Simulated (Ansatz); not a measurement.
The guess for Be5Te2 was made by a generator: random cell by space group and Wyckoff sites (R-3m, No. 166). Lengths were set from tabulated atomic sizes, so they are only a guess.

Space group R-3m:H (No. 166). a = 4.971 Å, b = 4.971 Å, c = 17.794 Å, α = 90.00°, β = 90.00°, γ = 120.00°
```csv
atom,site,symmetry,x,y,z
Be,9d,.2/m,0.8333,0.6667,0.1667
Be,6c,3m,0.3333,0.6667,0.0512
Te,6c,3m,0.6667,0.3333,0.0962
```

Level of theory: DFT PBE, scalar-relativistic, plane waves, PAW (Ansatz 0.2.0). Cutoff 420 eV, Gaussian smearing, Γ-centred meshes. Cell and atoms relax first on a coarse mesh, the cell is then made exact in the group found at 0.06 to 0.08 Å, and last on a converged mesh; the steps can't lower the symmetry of their start. No spin polarisation.

A guess keeps its type if space group and coordination stay and the shape of the cell changes little (axis ratios within about 15 %, angles within 6°); the volume may change.

**Question.** Does it keep its structure type, or change into something else?

**Answer.** It doesn't keep its type. The symmetry stays R-3m (No. 166). The volume per atom shrinks by 11.3 %, from 18.1 to 16.1 Å³. The shortest distance goes from 1.91 Å (Be–Te) to 2.05 Å (Be–Be). The ratio c/a of the conventional cell changes by a factor of 1.57. Counting neighbours within 15 % of an atom's shortest distance, the start has Be 2/4, Te 3 and the end Be 7/8, Te 6. In detail, at the end Be on a site of symmetry 2/m has 4 Be at 2.05 Å, 4 Be at 2.32 Å and 2 Te at 2.69 Å; Be on a site of symmetry 3m has 1 Be at 2.15 Å, 6 Be at 2.32 Å and 3 Te at 2.72 Å; Te has 6 Be at 2.69–2.72 Å.

```cif
data_structure
_symmetry_space_group_name_H-M 'R-3m:H'
_symmetry_Int_Tables_number 166
_cell_length_a 4.1066
_cell_length_b 4.1066
_cell_length_c 23.1403
_cell_angle_alpha 90.000
_cell_angle_beta 90.000
_cell_angle_gamma 120.000
_cell_volume 337.96
loop_
_atom_site_label
_atom_site_type_symbol
_atom_site_symmetry_multiplicity
_atom_site_Wyckoff_symbol
_atom_site_fract_x
_atom_site_fract_y
_atom_site_fract_z
_atom_site_occupancy
Be1 Be 9 d 0.16667 0.33333 0.83333 1
Be2 Be 6 c 0.66667 0.33333 0.78681 1
Te1 Te 6 c 0.00000 0.00000 0.72908 1
```

Formation energies are uncorrected and refer to the elements' standard structures at the same level.

**Question.** At what energy does it end?

**Answer.** +0.18 eV/atom. A positive value: parting into the elements would lower its energy.

The last run used a 12×12×12 mesh for its 7-atom cell and Gaussian smearing of 0.10 eV. These runs have no spin–orbit coupling, which can matter for Te. The reference form of Te is held partly by dispersion forces, which this level lacks. A later test with randomly moved atoms led to a structure 19 meV/atom lower, so this end is a saddle point or a shallow minimum. Another cell of the same search, in R3, lies 116 meV/atom lower, so this cell isn't the stable form at this level.

In counts of neighbours, a slash parts the counts of unlike sites.
